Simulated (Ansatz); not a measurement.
Single point in Ansatz 0.2.0 with PBEsol, no spin polarisation. Cutoff 420 eV, PAW datasets, 8×8×8 Γ-centred k mesh, fermi-dirac filling (width 0.1 eV).

Computed maps in the lattice plane spanned by a (left to right, 4.76 Å, 14 points from zero) and b (bottom to top, 4.76 Å, 14 points from zero), 90° apart, at height 0.000 along c. The fields are smooth PAW ones with compensation charges, not the true ones near nuclei.

Valence density. Digits on a logarithmic scale: 0 up to 0.03 e/Å³, each further digit a factor of 1.6, 9 from 1.3 e/Å³ up:
```
99975322235799
99764333334679
77654444444567
55444566654445
33345799975433
22346999996432
22346999996432
22346999996432
33345799975433
55444566654445
77654444444567
99764333334679
99975322235799
99975322235799
```

Problem. The cell is TaBi₃. Which atoms lie within 0.2 Å of this plane, and where (fractions of a and b)?

Solution. Ta at (0.50, 0.50), Bi at (0.00, 0.00). The whole cell:
```
Ta Bi
1.0
     0.00000    4.75735    0.00000
     4.75735    0.00000    0.00000
     2.37867    2.37867   -5.28855
Ta Bi
1 3
Direct
  0.50000 0.50000 0.00000
  0.00000 0.00000 0.00000
  0.75000 0.25000 0.50000
  0.25000 0.75000 0.50000
```

Origin: a known structure type with other elements, at an estimated volume, so it need not be a known compound. Caveats: many states at the Fermi level without spin polarisation, so a magnetic state may lie lower.
